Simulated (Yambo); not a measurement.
BaTe (rock salt, space group Fm-3m, No. 225), G0W0@PBEsol in Yambo with this input:

```
rim_cut
gw0
dyson
el_el_corr
HF_and_locXC
ppa
em1d
RandQpts= 1000000
RandGvec= 1 Ry
EXXRLvcs= 80 Ry
VXCRLvcs= 320 Ry
Chimod= "HARTREE"
% BndsRnXp
 1 | 186 |
%
NGsBlkXp= 6 Ry
% LongDrXp
 1.0 | 1.0 | 1.0 |
%
PPAPntXp= 27.2114 eV
% GbndRnge
 1 | 186 |
%
GTermKind= "BG"
DysSolver= "n"
ExtendOut
```

On a 4×4×4 mesh, with wavefunctions cut at 80 Ry, the gap (Γ → X) is 2.550 eV and the valence edge shifts by -1.095 eV.

Problem. What happens with this change: pole fitted at 10 eV?

Solution. The gap falls by 0.045 eV, to 2.505 eV; the shift of the valence edge becomes -0.942 eV. Neither run is shown to be the converged limit.

The standard potential for Te keeps a d shell in the valence without the s and p states of that shell. In tests on such compounds this moved G0W0 gaps by up to about 0.9 eV, so absolute quasiparticle energies here are unreliable; differences between settings are what counts.

Spin-orbit coupling is included.

Geometry relaxed with PBEsol; primitive cell a = 4.907 Å, b = 4.907 Å, c = 4.907 Å, α = 60.00°, β = 60.00°, γ = 60.00°.

A shift is the quasiparticle energy of the state minus its PBEsol energy.
